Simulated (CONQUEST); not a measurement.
CONQUEST run on InGaAs2 (P-4m2, 4 atoms in the cell; from Materials Project mp-1223781, changed as shown): self-consistent single point.

Computed with LDA (PW92), numerical atomic orbitals double-zeta with polarisation (the shipped basis), PseudoDojo norm-conserving potentials made for LDA run with CONQUEST.

The change in words: lattice scaled by 0.98. Reference geometry (P-4m2):
```xyz
4
Lattice="4.2250 0.0000 0.0000 0.0000 4.2250 0.0000 0.0000 0.0000 5.9622" Properties=species:S:1:pos:R:3 pbc="T T T"
In     0.0000     0.0000     2.9811
Ga     2.1125     2.1125     0.0000
As     2.1125     0.0000     4.5818
As     0.0000     2.1125     1.3804
```

Reference input (self-consistent single point, DFT, LDA (PW92), numerical atomic orbitals double-zeta with polarisation (the shipped basis), PseudoDojo norm-conserving potentials made for LDA): basis = DZP; Diag.MPMeshX, Y, Z = 6 6 6; potentials = PseudoDojo norm-conserving LDA; Grid.GridCutoff = 175 Ha; DM.SolutionMethod = diagon; Diag.kT = 0.000367 Ha; Diag.GammaCentred = true; minE.SCTolerance = 1.0e-06; SC.MaxIters = 100; SC.LinearMixingFactor = 0.5; SC.KerkerPreCondition = true; SC.KerkerFactor = 0.1 1/bohr. This run's input differs from it in these lines:

```diff
@@ -32,5 +32,5 @@
 # file: input.coords
-     7.984092877      0.000000000      0.000000000
-     0.000000000      7.984092877      0.000000000
-     0.000000000      0.000000000     11.266830614
+     7.824411019      0.000000000      0.000000000
+     0.000000000      7.824411019      0.000000000
+     0.000000000      0.000000000     11.041494002
 4
```

The program printed (abridged):

```
    new_SC_potl: Starting.  Tolerance:  0.10000E-05

    PulayMixSC: Starting Pulay mixing, A_up =  0.500 A_dn =  0.500
    PulayMixSC: Spin non-polarised calculation.
    PulayMixSC: with Kerker preconditioning, q0 =  0.100
          Harris-Foulkes Energy            :      -354.576551141362643 Ha
          GroundState Energy (E-(1/2)TS)   :      -354.576551176603061 Ha
          Free Energy (E-TS)               :      -354.576551211843480 Ha
          DFT Total Energy                 :      -354.536279847285357 Ha
          Total number of electrons        :        55.999999999997314
   [... lines left out ...]
          Total number of electrons        :        56.000059769737803
    PulayMixSC: Pulay iteration     6 residual:              0.23651E-05
          Harris-Foulkes Energy            :      -354.555081874392329 Ha
          GroundState Energy (E-(1/2)TS)   :      -354.555084229809154 Ha
          Free Energy (E-TS)               :      -354.555086585225922 Ha
          DFT Total Energy                 :      -354.555081874961672 Ha
          Total number of electrons        :        56.000059280606969
    PulayMixSC: Pulay iteration     7 residual:              0.38489E-06
    PulayMixSC: Reached SCF tolerance of  0.38489E-06 after      7 iterations
      | Number of electrons      =        56.000059
      |* band energy as 2Tr[K.H] =       -50.214679748446684 Ha
      |  screened ion-ion energy =      -274.925122314110297 Ha
      |  Ha correction           =         0.729180627377780 Ha
      |  XC correction           =       -30.144462931166849 Ha
      | GS Energy as E-(1/2)TS   =      -354.555084229809154 Ha
      | Free Energy as E-TS      =      -354.555086585225922 Ha
      |* Harris-Foulkes energy   =      -354.555081874392329 Ha
      |* DFT total energy        =      -354.555081874961672 Ha
      |  estimated accuracy      =         0.000000000569344 Ha

    force: Forces on atoms (Ha/a0)
    force:  Atom   X              Y              Z
   [... lines left out ...]
    force: Maximum force :        0.00160843(Ha/a0) on atom         4 in z direction
   [... lines left out ...]
    force: Force Residual:        0.00113733 Ha/a0
    force: Total stress:          0.67639116     0.00000000     0.00000000 GPa
                            -0.00000000     0.67639116     0.00000000
                             0.00000000     0.00000000     0.48752111
    force: Average pressure:     -0.61343448 GPa

    force: Finished force
    get_E_and_F: Change in energy during last step of electronic optimisation: -0.34704E-06
```

The run converged in 7 iterations. CONQUEST prints the stress tensor with tension positive. Against the reference run the free energy drops by 23.5 meV/atom and the pressure goes from -3.92 to -0.61 GPa.

The program uses no crystal symmetry, so grid and mesh can part values that symmetry would make equal. The atom-centred basis is finite, which shifts total energies and pressures against plane waves. The structure comes from a collection of computed structures, made at another level of theory; the collection holds predicted forms beside known ones. No clean gap shows at this smearing width and mesh (spacing up to 0.25 Å⁻¹); the mesh is coarse for partly filled bands, so the values carry mesh errors. Semi-local functionals can close small gaps.

Cost on one core: roughly 2.5 core-minutes.
